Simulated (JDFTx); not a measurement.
* **surface**: Si(111)
* **bulk**: Si, Fd-3m, lattice of mp-149 (not re-optimised)
* **slab**: 8 atoms in 4 planes, (2×1), 4.1 Å between the outermost planes
* **in-plane cell**: 7.699 × 3.849 Å, 25.66 Å²
* **cell height**: 22.9 Å
* **sampling**: 3×6×1 k mesh, Fermi smearing 0.003 Ha, no spin polarisation

Both faces carry CH3 and Br (1.00 monolayer in all).

Level of theory: PBE, GBRV ultrasoft potentials, plane waves to 20/100 Ha; code: JDFTx (a modified build). Each face has two sites a cell, capped by CH3 and CH3, CH3 and Br, or Br and Br, and relaxed in vacuum within the start's symmetry. The ionisation potential is minus the Kohn-Sham valence edge against vacuum. Liquid: CANDLE, water, 1 M NaF; SHE by the 4.44 V convention. Reconstruction of the substrate beyond this cell is outside the model. The edges are semilocal Kohn-Sham levels of this thin slab, taken over the k mesh, and may belong to surface states. Spin-orbit coupling is left out, which can move the edges for the heavier elements here.

```csv
caps,ionisation potential (eV),valence edge in liquid (V vs SHE)
all CH3,3.86,-0.77
"half CH3, half Br",(withheld),(withheld)
all Br,5.29,0.74
```

**Question.** Predict the half-covered face from the two pure ones.

**Answer.** 
- half CH3, half Br, ionisation potential (eV): 4.88
- half CH3, half Br, valence edge in liquid (V vs SHE): 0.29

The half-covered face lies 0.30 eV from the mean of the two ionisation potentials, and its valence edge in the liquid 0.31 V from the mean.
